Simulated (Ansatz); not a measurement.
Theory: Ansatz 0.2.0, DFT PBE+D3(BJ), scalar-relativistic, plane waves, PAW.

Structure of Ga3Sb:

```
CELL_PARAMETERS angstrom
-2.24645 2.24645 4.13518
2.24645 -2.24645 4.13518
2.24645 2.24645 -4.13518
ATOMIC_POSITIONS crystal
Ga 0.75000 0.25000 0.50000
Ga 0.25000 0.75000 0.50000
Ga 0.50000 0.50000 0.00000
Sb 0.00000 0.00000 0.00000
```

Plane waves to 420 eV, a k mesh through Γ of 14×14×14 on the computed 4-atom cell and Gaussian smearing (0.10 eV); no spin polarisation.

Levels along Γ–X–P–N–Γ–M–S | S0–Γ | X–R | G–M, in eV from the Fermi level, sorted by energy at each point. Points in fractions of the primitive reciprocal vectors: Γ (0.000 0.000 0.000), X (0.000 0.000 0.500), P (0.250 0.250 0.250), N (0.000 0.500 0.000), M (0.500 0.500 -0.500), S (0.324 0.676 -0.324), S0 (-0.324 0.324 0.324), R (-0.148 0.148 0.500), G (0.500 0.500 -0.148).
| point | k (1/Å, with 2π) | band 24 | band 25 | band 26 | band 27 | band 28 | band 29 | band 30 |
| --- | --- | --- | --- | --- | --- | --- | --- | --- |
| Γ | 0.000 | -2.54 | -2.09 | -1.99 | -1.99 | -0.62 | -0.62 | 0.12 |
| - | 0.141 | -2.93 | -2.35 | -2.28 | -1.41 | -1.24 | -0.07 | 0.84 |
| - | 0.282 | -3.02 | -3.01 | -2.33 | -1.78 | -0.65 | 0.87 | 1.05 |
| - | 0.424 | -3.67 | -3.37 | -2.66 | -1.72 | -0.84 | 1.41 | 2.40 |
| - | 0.565 | -4.21 | -3.83 | -3.66 | -1.24 | -0.76 | 2.78 | 3.75 |
| - | 0.706 | -4.79 | -4.61 | -4.21 | -0.54 | -0.26 | 3.58 | 3.89 |
| - | 0.848 | -5.22 | -4.86 | -4.45 | 0.31 | 0.47 | 2.51 | 2.65 |
| X | 0.989 | -5.29 | -4.94 | -4.53 | 1.02 | 1.18 | 1.65 | 1.80 |
| - | 1.043 | -5.47 | -4.73 | -4.47 | 0.66 | 0.82 | 2.02 | 2.17 |
| - | 1.097 | -5.74 | -4.40 | -4.28 | 0.12 | 0.28 | 2.61 | 2.75 |
| - | 1.152 | -5.99 | -4.03 | -4.02 | -0.42 | -0.27 | 3.24 | 3.36 |
| - | 1.206 | -6.23 | -3.70 | -3.63 | -0.94 | -0.80 | 3.88 | 3.98 |
| - | 1.260 | -6.41 | -3.35 | -3.21 | -1.44 | -1.32 | 4.51 | 4.58 |
| - | 1.315 | -6.46 | -3.00 | -2.77 | -1.88 | -1.82 | 5.11 | 5.15 |
| P | 1.369 | -6.48 | -2.78 | -2.31 | -2.31 | -2.12 | 5.47 | 5.61 |
| - | 1.469 | -6.04 | -3.09 | -2.68 | -1.92 | -1.65 | 5.10 | 5.17 |
| - | 1.569 | -5.41 | -3.48 | -3.04 | -1.31 | -1.02 | 4.14 | 4.56 |
| - | 1.668 | -4.73 | -3.78 | -3.25 | -0.61 | -0.31 | 3.02 | 3.58 |
| - | 1.768 | -4.31 | -3.67 | -3.24 | 0.14 | 0.46 | 1.88 | 2.46 |
| - | 1.868 | -4.40 | -2.93 | -2.92 | 0.67 | 0.91 | 1.33 | 1.39 |
| - | 1.968 | -4.50 | -2.33 | -2.04 | -0.34 | 0.25 | 1.63 | 2.25 |
| N | 2.068 | -4.54 | -1.80 | -1.41 | -1.01 | -0.44 | 2.00 | 3.00 |
| - | 2.182 | -4.49 | -1.86 | -1.50 | -0.87 | -0.30 | 1.42 | 2.71 |
| - | 2.295 | -4.35 | -1.97 | -1.61 | -0.65 | 0.06 | 0.63 | 1.92 |
| - | 2.409 | -4.13 | -2.07 | -1.65 | -0.71 | 0.10 | 0.42 | 1.34 |
| - | 2.523 | -3.82 | -2.10 | -1.63 | -1.21 | -0.22 | 0.27 | 1.48 |
| - | 2.636 | -3.44 | -2.08 | -1.79 | -1.55 | -0.62 | -0.16 | 1.19 |
| - | 2.750 | -2.84 | -2.14 | -2.02 | -1.73 | -0.75 | -0.49 | 0.59 |
| Γ | 2.864 | -2.54 | -2.09 | -1.99 | -1.99 | -0.62 | -0.62 | 0.12 |
| - | 2.972 | -2.62 | -2.22 | -2.22 | -1.52 | -0.31 | -0.31 | 0.33 |
| - | 3.081 | -2.80 | -2.64 | -2.64 | -0.65 | 0.34 | 0.34 | 0.95 |
| - | 3.189 | -3.04 | -3.04 | -3.02 | 0.19 | 1.12 | 1.12 | 1.57 |
| - | 3.298 | -3.36 | -3.36 | -3.21 | 1.01 | 1.96 | 1.96 | 2.31 |
| - | 3.406 | -3.60 | -3.60 | -3.37 | 1.81 | 2.79 | 2.79 | 3.11 |
| - | 3.515 | -3.75 | -3.75 | -3.46 | 2.47 | 3.49 | 3.49 | 3.84 |
| M | 3.623 | -3.80 | -3.80 | -3.49 | 2.75 | 3.81 | 3.81 | 4.18 |
| - | 3.694 | -3.96 | -3.78 | -3.02 | 2.69 | 3.65 | 3.77 | 4.12 |
| - | 3.764 | -3.98 | -3.72 | -2.30 | 2.48 | 3.27 | 3.63 | 4.00 |
| - | 3.835 | -3.94 | -3.62 | -1.51 | 2.14 | 2.79 | 3.34 | 3.80 |
| - | 3.905 | -3.85 | -3.48 | -0.69 | 1.72 | 2.30 | 2.94 | 3.36 |
| - | 3.975 | -3.73 | -3.29 | 0.14 | 1.25 | 1.84 | 2.49 | 2.87 |
| - | 4.046 | -3.60 | -3.08 | 0.77 | 0.81 | 1.60 | 2.02 | 2.39 |
| S | 4.116 | -3.44 | -2.83 | 0.30 | 0.71 | 1.57 | 1.90 | 1.92 |
| S0 | 4.116 | -3.44 | -2.83 | 0.30 | 0.71 | 1.57 | 1.90 | 1.92 |
| - | 4.246 | -3.13 | -2.30 | -0.51 | 0.07 | 0.83 | 1.12 | 1.32 |
| - | 4.375 | -2.84 | -1.76 | -1.23 | -0.48 | 0.29 | 0.44 | 0.91 |
| - | 4.504 | -2.66 | -1.84 | -1.45 | -0.90 | -0.12 | 0.21 | 0.45 |
| - | 4.634 | -2.60 | -2.32 | -1.55 | -1.23 | -0.54 | -0.01 | 0.75 |
| - | 4.763 | -2.67 | -2.56 | -1.77 | -1.49 | -0.81 | -0.35 | 1.43 |
| - | 4.893 | -2.81 | -2.38 | -1.94 | -1.73 | -0.84 | -0.55 | 0.78 |
| Γ | 5.022 | -2.54 | -2.09 | -1.99 | -1.99 | -0.62 | -0.62 | 0.12 |
| X | 5.022 | -5.29 | -4.94 | -4.53 | 1.02 | 1.18 | 1.65 | 1.80 |
| - | 5.064 | -5.40 | -4.86 | -4.41 | 1.02 | 1.18 | 1.65 | 1.81 |
| - | 5.105 | -5.63 | -4.66 | -4.14 | 1.04 | 1.18 | 1.65 | 1.83 |
| - | 5.147 | -5.89 | -4.38 | -3.82 | 1.07 | 1.18 | 1.65 | 1.86 |
| - | 5.189 | -6.14 | -4.07 | -3.47 | 1.12 | 1.18 | 1.65 | 1.90 |
| - | 5.230 | -6.40 | -3.73 | -3.11 | 1.18 | 1.18 | 1.65 | 1.96 |
| - | 5.272 | -6.64 | -3.37 | -2.73 | 1.16 | 1.25 | 1.61 | 2.03 |
| R | 5.314 | -6.82 | -2.98 | -2.33 | 1.12 | 1.33 | 1.54 | 2.11 |
| G | 5.314 | -6.82 | -2.98 | -2.33 | 1.12 | 1.33 | 1.54 | 2.11 |
| - | 5.413 | -6.80 | -2.01 | -1.35 | 0.90 | 1.11 | 1.59 | 2.34 |
| - | 5.513 | -6.46 | -0.97 | -0.33 | 0.32 | 0.38 | 1.92 | 2.64 |
| - | 5.612 | -6.04 | -0.74 | -0.36 | 0.25 | 0.69 | 2.35 | 2.98 |
| - | 5.712 | -5.56 | -1.65 | -1.21 | 1.37 | 1.60 | 2.95 | 3.36 |
| - | 5.812 | -5.00 | -2.54 | -2.05 | 2.25 | 2.50 | 3.65 | 3.74 |
| - | 5.911 | -4.37 | -3.34 | -2.87 | 2.62 | 3.44 | 3.77 | 4.05 |
| M | 6.011 | -3.80 | -3.80 | -3.49 | 2.75 | 3.81 | 3.81 | 4.18 |

Spin-orbit coupling is left out, which matters for the bands of heavy elements.